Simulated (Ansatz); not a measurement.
**CdSe with Te replacing Se: gradients before and after relaxing the atoms**

Start: a supercell of CdSe (wurtzite type, P6_3mc) built from an entry of the Crystallography Open Database (COD) (the entry's cell lengths or inner coordinates differ somewhat from later room-temperature determinations), with all atoms left at the host's positions.

Space group P3m1 (No. 156); a = 8.6000, c = 14.0400 Å, γ = 120.00°.

| site | Wyckoff | site symmetry | x | y | z |
| --- | --- | --- | --- | --- | --- |
| Cd1 | 1a | 3m. | 0.0000 | 0.0000 | 0.0000 |
| Cd2 | 1a | 3m. | 0.0000 | 0.0000 | 0.5000 |
| Cd3 | 3d | .m. | 0.0000 | 0.5000 | 0.0000 |
| Cd4 | 3d | .m. | 0.0000 | 0.5000 | 0.5000 |
| Cd9 | 3d | .m. | 0.1667 | 0.8333 | 0.2500 |
| Cd10 | 3d | .m. | 0.1667 | 0.8333 | 0.7500 |
| Cd15 | 1c | 3m. | 0.6667 | 0.3333 | 0.2500 |
| Cd16 | 1c | 3m. | 0.6667 | 0.3333 | 0.7500 |
| Te | 1a | 3m. | 0.0000 | 0.0000 | 0.1925 |
| Se18 | 1a | 3m. | 0.0000 | 0.0000 | 0.6925 |
| Se19 | 3d | .m. | 0.0000 | 0.5000 | 0.1925 |
| Se20 | 3d | .m. | 0.0000 | 0.5000 | 0.6925 |
| Se25 | 3d | .m. | 0.1667 | 0.8333 | 0.4425 |
| Se26 | 3d | .m. | 0.1667 | 0.8333 | 0.9425 |
| Se31 | 1c | 3m. | 0.6667 | 0.3333 | 0.4425 |
| Se32 | 1c | 3m. | 0.6667 | 0.3333 | 0.9425 |

One atom of each set is listed.

The numbers come from a DFT calculation in Ansatz (PBE, plane waves and PAW, scalar-relativistic, 420 eV cutoff, Γ-centred 3×3×2 k-points, Fermi–Dirac smearing 0.01 eV).

The largest force at the start is 1.2 eV/Å. Relaxing the ions at fixed cell moves them by 0.147 Å at most (atom 1, Cd) and 0.064 Å rms.

```
site  moved (Å)                   first shell before               first shell after  V_zz before (10²¹ V/m²)  η before
 Cd1      0.147       3 Se at 2.61 Å, 1 Te at 2.70 Å  3 Se at 2.62 Å, 1 Te at 2.77 Å                     0.27      0.00
 Cd2      0.018                  4 Se at 2.61–2.70 Å             4 Se at 2.63–2.64 Å                     2.99      0.00
 Cd3      0.037                  4 Se at 2.61–2.70 Å                  4 Se at 2.63 Å                     3.06      0.01
 Cd4      0.059                  4 Se at 2.61–2.70 Å             4 Se at 2.62–2.63 Å                     3.02      0.00
 Cd9      0.128  3 Se at 2.61–2.70 Å, 1 Te at 2.61 Å  3 Se at 2.62 Å, 1 Te at 2.75 Å                     4.24      0.87
Cd10      0.008                  4 Se at 2.61–2.70 Å             4 Se at 2.62–2.63 Å                     2.98      0.01
Cd15      0.035                  4 Se at 2.61–2.70 Å                  4 Se at 2.63 Å                     2.99      0.00
Cd16      0.078                  4 Se at 2.61–2.70 Å                  4 Se at 2.63 Å                     3.08      0.00
  Te      0.078                  4 Cd at 2.61–2.70 Å             4 Cd at 2.75–2.77 Å                    -0.93      0.00
Se18      0.046                  4 Cd at 2.61–2.70 Å             4 Cd at 2.63–2.64 Å                    -1.39      0.00
Se19      0.035                  4 Cd at 2.61–2.70 Å             4 Cd at 2.62–2.63 Å                     1.32      0.59
Se20      0.031                  4 Cd at 2.61–2.70 Å             4 Cd at 2.62–2.63 Å                    -1.49      0.01
Se25      0.021                  4 Cd at 2.61–2.70 Å             4 Cd at 2.62–2.63 Å                    -1.76      0.07
Se26      0.084                  4 Cd at 2.61–2.70 Å             4 Cd at 2.62–2.63 Å                    -1.83      0.15
Se31      0.039                  4 Cd at 2.61–2.70 Å                  4 Cd at 2.63 Å                    -1.46      0.00
Se32      0.002                  4 Cd at 2.61–2.70 Å                  4 Cd at 2.63 Å                    -1.55      0.00
```

Problem. What are V_zz and η after the relaxation?

Solution. 

```json
{"site": "Cd1", "V_zz after": "1.82", "η after": "0.00", "change of V_zz": "+1.55"}
{"site": "Cd2", "V_zz after": "0.70", "η after": "0.00", "change of V_zz": "-2.29"}
{"site": "Cd3", "V_zz after": "-0.50", "η after": "0.31", "change of V_zz": "–"}
{"site": "Cd4", "V_zz after": "0.22", "η after": "0.97", "change of V_zz": "–"}
{"site": "Cd9", "V_zz after": "0.58", "η after": "0.64", "change of V_zz": "–"}
{"site": "Cd10", "V_zz after": "0.57", "η after": "0.79", "change of V_zz": "-2.41"}
{"site": "Cd15", "V_zz after": "0.26", "η after": "0.00", "change of V_zz": "-2.73"}
{"site": "Cd16", "V_zz after": "-0.52", "η after": "0.00", "change of V_zz": "-3.60"}
{"site": "Te", "V_zz after": "2.67", "η after": "0.00", "change of V_zz": "+3.60"}
{"site": "Se18", "V_zz after": "-0.14", "η after": "0.00", "change of V_zz": "+1.25"}
{"site": "Se19", "V_zz after": "-3.48", "η after": "0.47", "change of V_zz": "–"}
{"site": "Se20", "V_zz after": "-0.46", "η after": "0.73", "change of V_zz": "+1.03"}
{"site": "Se25", "V_zz after": "-1.08", "η after": "0.67", "change of V_zz": "+0.68"}
{"site": "Se26", "V_zz after": "1.82", "η after": "0.94", "change of V_zz": "–"}
{"site": "Se31", "V_zz after": "0.45", "η after": "0.00", "change of V_zz": "+1.91"}
{"site": "Se32", "V_zz after": "0.36", "η after": "0.00", "change of V_zz": "+1.91"}
```

The largest change of V_zz along a kept axis is on Cd16, from 3.08 to -0.52. Small gradients that grow severalfold: Cd1 (0.27 to 1.82). In per cent, |V_zz| changes by -91 to -77 on Cd, -90 to -39 on Se (all sites that start above 0.5, bar those whose gradient vanishes or changes sign or whose main axis turns by over 40°). Where |V_zz| stays above 0.1 and the axes keep their order, η moves most on Cd10, from 0.01 to 0.79. V_zz changes sign on Cd16 (same axis), Se32 (same axis), Se31 (same axis), Te (same axis). On Cd9, Cd3, Cd4, Se26, Se19 the largest principal value lies along another axis in the second run, so the two V_zz can't be compared directly. The host's own positions weren't relaxed first, so part of the change far from the defect can be the host's relaxation.

The defect repeats with the cell of 32 atoms, so it feels its images: sites between two images don't show the values beside a lone defect, and zeros or small values of η there can come from the images' arrangement. Cd and Se carry a gradient in the pure host already, so the values there aren't the defect's effect alone. Without spin–orbit coupling the gradients at and beside Te can be off by some per cent, at some sites by more.
Before: With a gap of 0.7 eV on this mesh, small gradients can still move by 0.1 × 10²¹ V/m² or more as the k-mesh gets denser. The neighbours have not yet relaxed around the defect (largest force 1.2 eV/Å), so a real crystal will differ.
After: The relaxation keeps the site symmetry 3m of the start, so the impurity can move only along its axis; a start off the site could end lower. With a gap of 0.6 eV on this mesh, small gradients can still move by 0.1 × 10²¹ V/m² or more as the k-mesh gets denser.
